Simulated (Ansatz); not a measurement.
Input file for Ansatz (a program for electronic structure):

Ansatz 0.2 input:
```yaml
crystal:
  lattice:
    - [4.2501257744, 0.0, 0.0]
    - [-2.1250628872, 3.6807168899, 0.0]
    - [0.0, 0.0, 6.9888050224]
  atoms:
    - { symbol: In, position: [0.6666666667, 0.3333333333, 0.5006252926] }
    - { symbol: In, position: [0.3333333333, 0.6666666667, 0.0006252926] }
    - { symbol: As, position: [0.6666666667, 0.3333333333, 0.8748747074] }
    - { symbol: As, position: [0.3333333333, 0.6666666667, 0.3748747074] }
kpoints:
  mp_grid: { grid: [11, 11, 6] }
hamiltonian:
  xc: lda
  pseudopotentials: { kind: paw }
scf:
  occupations: { method: fermi_dirac, width: 0.1 }
phonons:
  method: dfpt
  response_accuracy: low
  eigenvectors: true
  rigid_motions: translations
```

Output (shortened):

```
Pseudopotential: In, paw, valence charge 13
Pseudopotential: As, paw, valence charge 15
Functional definition: SPW92
Crystal: 4 atoms, lattice volume = 109.329 Å³
Basis set: ecut = 420 eV, 2105 PW (Γ), exchange–correlation on 60×60×96 points (8 copies of the dense FFT grid, shifted against one another)
Bands: 34, of which v1, the nominal top of the filled ones, is band 28 counted from 1 (27 counted from 0)
Symmetry: 12 space group operations
k-points: 204 of 726 (irreducible under 2 space group operations, time reversal used)
SCF iter   1: F=—  HF=-20462.472606 eV  |F-HF|=—  |Δ(HF+E_count)|=         —  Δρ=7.01e-3  dr2=4.00e-2  ethr=1.77e-3  ⟨swp⟩=6.1  Hψ=29849  notcnv=0
preconditioner: auto → Resta (q_TF=auto, 2.440 Å⁻¹)
SCF iter   2: F=—  HF=-20462.459988 eV  |F-HF|=—  |Δ(HF+E_count)|=   1.26e-2  Δρ=3.00e-3  dr2=7.54e-3  ethr=7.14e-5  ⟨swp⟩=2.0  Hψ=12241  notcnv=0
SCF iter   3: F=—  HF=-20462.458077 eV  |F-HF|=—  |Δ(HF+E_count)|=   1.91e-3  Δρ=6.73e-4  dr2=4.25e-4  ethr=1.35e-5  ⟨swp⟩=3.0  Hψ=10964  notcnv=0
SCF iter   4: F=—  HF=-20462.458059 eV  |F-HF|=—  |Δ(HF+E_count)|=   1.85e-5  Δρ=1.76e-4  dr2=3.81e-5  ethr=7.59e-7  ⟨swp⟩=2.0  Hψ=12629  notcnv=0
SCF iter   5: F=—  HF=-20462.458061 eV  |F-HF|=—  |Δ(HF+E_count)|=   2.05e-6  Δρ=5.75e-5  dr2=5.00e-6  ethr=6.81e-8  ⟨swp⟩=2.0  Hψ=12634  notcnv=0
SCF iter   6: F=—  HF=-20462.458061 eV  |F-HF|=—  |Δ(HF+E_count)|=   5.77e-7  Δρ=1.53e-5  dr2=3.80e-7  ethr=8.92e-9  ⟨swp⟩=2.0  Hψ=12636  notcnv=0
SCF iter   7: F=—  HF=-20462.458062 eV  |F-HF|=—  |Δ(HF+E_count)|=   1.65e-7  Δρ=2.37e-6  dr2=8.09e-9  ethr=6.78e-10  ⟨swp⟩=2.0  Hψ=8331  notcnv=0
SCF iter   8: F=—  HF=-20462.458062 eV  |F-HF|=—  |Δ(HF+E_count)|=   6.50e-9  Δρ=5.86e-7  dr2=4.54e-10  ethr=1.44e-11  ⟨swp⟩=2.0  Hψ=12595  notcnv=0
SCF iter  10: F=-20462.458062 eV  HF=-20462.458062 eV  |F-HF|=0.00e0  |Δ(HF+E_count)|=  1.09e-11  Δρ=3.76e-8  dr2=1.34e-12  ethr=1.00e-12  ⟨swp⟩=5.3  Hψ=26627  notcnv=0
SCF 1 converged in 10 iterations: F = -20462.458062 eV  dr2 = 1.34e-12
DFPT response loops at Γ: preconditioner auto → Kerker (q_TF=auto, 2.440 Å⁻¹) (partly filled bands, converged f_vac=0.081) …
SCF converged after 10 iterations
Free energy (F): -20462.458062 eV
Harris-Foulkes:  -20462.458062 eV  (|F-HF|=0.00e0)
Internal energy: -20462.456509 eV  (E = F + TS)
E sigma→0 (E₀):  -20462.457285 eV
Entropy (-TS):   -0.001552 eV (-0.388 meV/atom)
Fermi energy:    7.956811 eV
--- Per-component energies (eV) ---
  E_band       = -637.164472
  E_kinetic    = 697.116991
  E_local      = -6555.009830  (includes V_loc(G=0)·N_el)
  E_nonlocal   = -589.922774
  E_hartree    = 3163.791599
  E_xc         = -585.170916
  E_vxc        = -361.684228  (∫ρ·V_xc dr)
  E_paw        = -11539.701467  (= ΣΔE_a)
  E_vpaw       = -155.247886  (= ΣTr[D̂ρ^β])
  E_aug_tail   = 0.000070  (compensation charges beyond the density's cutoff)
  E_ewald      = -5058.279715
  E_core_change = 4.719533  (= ΣΔE_core)
  E_smearing   = -0.001552  (= −TS)
  E_closure    =  0.000000  (closes the sum)
  Σ components = -20462.458062   (vs F -20462.458062, Δ=0.00e0)
  [band-id]    e_kinetic+e_local+e_nonlocal+2·e_hartree+e_vxc+e_vpaw+e_augmentation_tail = -637.164459   (vs E_band -637.164472, Δ=1.27e-5)
--- Band table (eV; the first three rows and the last of 204) ---
  k-point 0: bands = ["-27.4740", "-27.4739", "-27.4719", "-27.4719", "-27.4719", "-27.4719", "-27.4639", "-27.4639", "-27.4636", "-27.4636", "-6.8176", "-6.6801", "-6.6751", "-6.6751", "-6.6538", "-6.6538", "-6.5595", "-6.5595", "-6.5354", "-6.5354", …
  k-point 1: bands = ["-27.4740", "-27.4739", "-27.4719", "-27.4719", "-27.4719", "-27.4719", "-27.4639", "-27.4639", "-27.4636", "-27.4636", "-6.8090", "-6.6902", "-6.6740", "-6.6740", "-6.6555", "-6.6555", "-6.5576", "-6.5576", "-6.5367", "-6.5367", …
  k-point 2: bands = ["-27.4740", "-27.4739", "-27.4719", "-27.4719", "-27.4719", "-27.4719", "-27.4638", "-27.4638", "-27.4637", "-27.4637", "-6.7854", "-6.7169", "-6.6707", "-6.6707", "-6.6601", "-6.6601", "-6.5526", "-6.5526", "-6.5405", "-6.5405", …
  k-point 203: bands = ["-27.4738", "-27.4737", "-27.4720", "-27.4720", "-27.4718", "-27.4717", "-27.4638", "-27.4637", "-27.4636", "-27.4634", "-6.8592", "-6.8122", "-6.6485", "-6.6394", "-6.6146", "-6.6123", "-6.5662", "-6.5597", "-6.5457", "-6.5330", …
--- Phonons (Γ-DFPT): 4 representative perturbations + reference, on 204 of 726 k-points (Σ response iterations 12) ---
  ASR residual: 1.626e-4 → 0.000e0 eV/Å²; symmetrization residual: 1.915e-4 eV/Å²
  ASR residual per site (eV/Å²): 9.66e-5 9.66e-5 1.63e-4 1.63e-4
  Γ frequencies (cm⁻¹): 0.00 0.00 0.00 38.87 38.87 150.50 207.26 212.26 212.26 214.08 217.33 217.33
  non-analytic LO–TO correction: not included (Born effective charges unavailable; polar crystals: no LO–TO splitting at Γ)
```

Cost: about 7 core-minutes (a rough figure) on shared cores.

Space group P6_3mc (wurtzite). The workflow started from a Materials Project entry (that database holds measured and hypothetical structures alike); the Crystallography Open Database copy checked does not list it. It is not the phase usual at ambient conditions (space group No. 216). Symmetry was held in the LDA relaxation; its stability against distortions is not shown here. As this level gives no gap, phonon frequencies hold no LO–TO term and depend on the k-mesh and smearing (Fermi–Dirac, 0.1 eV here). Scalar-relativistic: spin–orbit coupling is off unless named, which matters more the heavier the elements.

Potentials: the later of the program's two PAW sets.

Ansatz is a plane-wave DFT program.
